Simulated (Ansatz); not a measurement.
Values for one crystal, relaxed and computed with DFT-r²SCAN in the program Ansatz with PAW potentials; other levels are named.

```yaml
volume_per_atom: 26.31 Å³
band_gap: 3.35 eV (direct)
Formation energy from the elements (no fitted shifts): -1.47 eV/atom
valence_band_maximum: at Γ
Bulk modulus (Birch–Murnaghan fit): 49.5 GPa
Electron effective mass with spin–orbit coupling: 0.21, 0.22, 0.22 mₑ (principal values)
hole_effective_mass: 0.21, 3.2, 3.2 mₑ (principal values)
```

Task: Which compound is it?
A. MgAl3N3O, Pm (Pearson symbol mP8)
B. MgSe, wurtzite
C. MgS, rock salt
D. ZnSe, zinc blende

Result: B, MgSe, wurtzite

Space group P6_3mc (wurtzite). The first step of the workflow began from a Materials Project structure, measured or hypothetical; the Crystallography Open Database copy checked does not list it. COD files the formula under space group No. 225. Its standing as an ambient phase is unchecked. Symmetry was held in the r²SCAN relaxation; whether a distortion lowers the energy is not shown. The references are the lowest solids computed at this level, not always the standard phases. Spin–orbit coupling is left out wherever it is not named.

Potentials: the earlier of the program's two PAW sets.
